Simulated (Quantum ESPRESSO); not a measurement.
Al2W3LiIn2, input and log of a self-consistent run

A calculation, not a measurement. The program is pw.x of Quantum ESPRESSO 7.5 (plane-wave density functional theory). The cell is made up: eight metal atoms on a hexagonal close-packed lattice, with elements, volume, strain and displacements drawn at random and not relaxed, so it may be unstable or far from any real phase. PseudoDojo standard norm-conserving files set the functional (PBE unless stated); there is no spin polarisation or spin-orbit coupling, the Fermi-Dirac width of 0.25 eV means electrons at about 2900 K, and the masses in the input are unused placeholders. Heavy elements are run without spin-orbit coupling, which real alloys of them have. A spin test at this wide smearing found no moment, but such smearing suppresses magnetism that the real alloy may have.

Input:

```
&control calculation='scf', pseudo_dir='./dojo.nc.sr.pbe.v0_5.standard.upf', outdir='./o', disk_io='medium', tprnfor=.true., tstress=.true. /
&system ibrav=0, nat=8, ntyp=4, nbnd=51, ecutwfc=74.01313486, nosym=.true., tot_charge=0,
 occupations='smearing', smearing='fd', degauss=0.0183746611
/
&electrons conv_thr=1.470e-08, electron_maxstep=70, mixing_beta=0.5 /
ATOMIC_SPECIES
Al 1.0 Al.upf
In 1.0 In.upf
Li 1.0 Li.upf
W 1.0 W.upf
CELL_PARAMETERS angstrom
2.9522 0.0025 -0.0149
0.0044 5.0454 0.0262
-0.0471 0.048 9.5284
ATOMIC_POSITIONS angstrom
Al -0.0875 0.0289 0.0417
W 0.0315 0.0914 4.7884
W -0.0045 1.6377 2.3915
W -0.0104 1.699 7.0978
Li 1.451 2.5122 -0.0086
Al 1.3981 2.57 4.7241
In 1.5006 4.2809 2.3954
In 1.4347 4.2093 7.1337
K_POINTS automatic
8 5 3 1 1 1
```

The log is shortened where brackets say so; the opening notice, blank lines, dates and the lines on written files are dropped, and the path of the files is cut. It prints rydbergs, bohrs and kilobars, and counts compression as positive stress. Its total energy is the free energy E - TS of the whole cell.

```
     Program PWSCF v.7.5
     Parallel version (MPI & OpenMP), running on       1 processor cores
     Number of MPI processes:                 1
     Threads/MPI process:                     1
     [start-up lines left out]
     bravais-lattice index     =            0
     lattice parameter (alat)  =       5.5789  a.u.
     unit-cell volume          =     957.7131 (a.u.)^3
     number of atoms/cell      =            8
     number of atomic types    =            4
     number of electrons       =        77.00
     number of Kohn-Sham states=           51
     kinetic-energy cutoff     =      74.0131  Ry
     charge density cutoff     =     296.0525  Ry
     scf convergence threshold =      1.5E-08
     mixing beta               =       0.5000
     number of iterations used =            8  plain     mixing
     Exchange-correlation= PBE
                           (   1   4   3   4   0   0   0)
     [axes and pseudopotential details left out]
   Cartesian axes
     site n.     atom                  positions (alat units)
         1        Al     tau(   1) = (  -0.0296385   0.0097892   0.0141249  )
         2        W      tau(   2) = (   0.0106699   0.0309596   1.6219556  )
         3        W      tau(   3) = (  -0.0015243   0.5547316   0.8100632  )
         4        W      tau(   4) = (  -0.0035228   0.5754955   2.4042094  )
         5        Li     tau(   5) = (   0.4914914   0.8509475  -0.0029130  )
         6        Al     tau(   6) = (   0.4735728   0.8705258   1.6001755  )
         7        In     tau(   7) = (   0.5082922   1.4500521   0.8113843  )
         8        In     tau(   8) = (   0.4859702   1.4257994   2.4163697  )
     number of k points=    60  Fermi-Dirac smearing, width (Ry)=  0.0184
                       cart. coord. in units 2pi/alat
        k(    1) = (   0.0627123   0.0581905   0.0516561), wk =   0.0333333
        k(    2) = (   0.0616688   0.0592641  -0.1549116), wk =   0.0333333
     [further k points left out]
     Dense  grid:    82399 G-vectors     FFT dimensions: (  32,  54, 100)
     Estimated max dynamical RAM per process >     135.27 MB
     Initial potential from superposition of free atoms
     starting charge      76.9812, renormalised to      77.0000
     Starting wfcs are   58 randomized atomic wfcs
     total cpu time spent up to now is       19.2 secs
     per-process dynamical memory:    81.9 Mb
     Self-consistent Calculation
     iteration #  1     ecut=    74.01 Ry     beta= 0.50
     Davidson diagonalization with overlap
     ethr =  1.00E-02,  avg # of iterations =  4.1
     Threshold (ethr) on eigenvalues was too large:
     Diagonalizing with lowered threshold
     Davidson diagonalization with overlap
     ethr =  3.12E-04,  avg # of iterations =  5.0
     total cpu time spent up to now is      109.4 secs
     total energy              =    -744.31200248 Ry
     estimated scf accuracy    <       0.26615577 Ry
     iteration #  2     ecut=    74.01 Ry     beta= 0.50
     Davidson diagonalization with overlap
     ethr =  3.46E-04,  avg # of iterations =  4.3
     total cpu time spent up to now is      181.0 secs
     total energy              =    -744.14618453 Ry
     estimated scf accuracy    <       2.03303521 Ry
     iteration #  3     ecut=    74.01 Ry     beta= 0.50
     Davidson diagonalization with overlap
     ethr =  3.46E-04,  avg # of iterations =  2.7
     total cpu time spent up to now is      235.8 secs
     total energy              =    -744.32619192 Ry
     estimated scf accuracy    <       0.84100094 Ry
     iteration #  4     ecut=    74.01 Ry     beta= 0.50
     Davidson diagonalization with overlap
     ethr =  3.46E-04,  avg # of iterations =  2.0
     total cpu time spent up to now is      295.0 secs
     total energy              =    -744.33830024 Ry
     estimated scf accuracy    <       0.57461327 Ry
     iteration #  5     ecut=    74.01 Ry     beta= 0.50
     Davidson diagonalization with overlap
     ethr =  3.46E-04,  avg # of iterations =  1.1
     total cpu time spent up to now is      350.4 secs
     total energy              =    -744.37275677 Ry
     estimated scf accuracy    <       0.11566050 Ry
     [iterations 6 to 8 left out]
     iteration #  9     ecut=    74.01 Ry     beta= 0.50
     Davidson diagonalization with overlap
     ethr =  1.35E-07,  avg # of iterations =  2.0
     total cpu time spent up to now is      602.2 secs
     total energy              =    -744.38317990 Ry
     estimated scf accuracy    <       0.00001519 Ry
     iteration # 10     ecut=    74.01 Ry     beta= 0.50
     Davidson diagonalization with overlap
     ethr =  1.97E-08,  avg # of iterations =  2.3
     total cpu time spent up to now is      665.8 secs
     total energy              =    -744.38318293 Ry
     estimated scf accuracy    <       0.00000222 Ry
     iteration # 11     ecut=    74.01 Ry     beta= 0.50
     Davidson diagonalization with overlap
     ethr =  2.88E-09,  avg # of iterations =  3.9
     total cpu time spent up to now is      730.4 secs
     total energy              =    -744.38318310 Ry
     estimated scf accuracy    <       0.00000053 Ry
     iteration # 12     ecut=    74.01 Ry     beta= 0.50
     Davidson diagonalization with overlap
     ethr =  6.84E-10,  avg # of iterations =  3.0
     total cpu time spent up to now is      797.0 secs
     total energy              =    -744.38318319 Ry
     estimated scf accuracy    <       0.00000006 Ry
     iteration # 13     ecut=    74.01 Ry     beta= 0.50
     Davidson diagonalization with overlap
     ethr =  8.19E-11,  avg # of iterations =  3.3
     total cpu time spent up to now is      860.9 secs
     End of self-consistent calculation
     [lines on levels left out]
!    total energy              =    -744.38318320 Ry
     estimated scf accuracy    <          2.4E-09 Ry
     smearing contrib. (-TS)   =      -0.07816233 Ry
     internal energy E=F+TS    =    -744.30502087 Ry
     The total energy is F=E-TS. E is the sum of the following terms:
     one-electron contribution =    -266.01550694 Ry
     hartree contribution      =     173.26981740 Ry
     xc contribution           =    -187.17194434 Ry
     ewald contribution        =    -464.38738699 Ry
     convergence has been achieved in  13 iterations
     Forces acting on atoms (cartesian axes, Ry/au):
     atom    1 type  1   force =     0.00554243    0.04446870   -0.01777220
     atom    2 type  4   force =    -0.00941375    0.04428967   -0.00912145
     atom    3 type  4   force =     0.00123669    0.01570726    0.04552744
     atom    4 type  4   force =    -0.00755317   -0.03200405   -0.04221848
     atom    5 type  3   force =     0.00032948   -0.00058393    0.00067942
     atom    6 type  1   force =     0.00794945   -0.01131081    0.00153644
     atom    7 type  2   force =    -0.00480676   -0.05307955   -0.01356615
     atom    8 type  2   force =     0.00671564   -0.00748728    0.03493497
     Total force =     0.119091     Total SCF correction =     0.000187
     Computing stress (Cartesian axis) and pressure
          total   stress  (Ry/bohr**3)                   (kbar)     P=      -35.40
  -0.00038964  -0.00000259   0.00002811          -57.32       -0.38        4.13
  -0.00000259  -0.00013152  -0.00003711           -0.38      -19.35       -5.46
   0.00002811  -0.00003711  -0.00020074            4.13       -5.46      -29.53
     init_run     :     18.18s CPU     19.08s WALL (       1 calls)
     electrons    :    812.93s CPU    841.71s WALL (       1 calls)
     forces       :     11.97s CPU     12.11s WALL (       1 calls)
     stress       :     35.66s CPU     35.86s WALL (       1 calls)
     [timing details left out]
     PWSCF        :  14m39.00s CPU  15m 9.22s WALL
     JOB DONE.
```

In other units: free energy -10127.849 eV for the cell, pressure -3.54 GPa, largest force component 1.365 eV/Å in size. The run took 910 s of wall time with one process on a shared machine (AMD EPYC, Zen 5, virtual cores), so the time is rough. A rerun of this cell at a higher cutoff and on a denser mesh moved values by no more than 0.005 eV in energy, 0.08 GPa in stress and 0.014 eV/Å in force, and a second program with other atomic files agreed on that cell to 2 % rms in force and 0.5 GPa in pressure.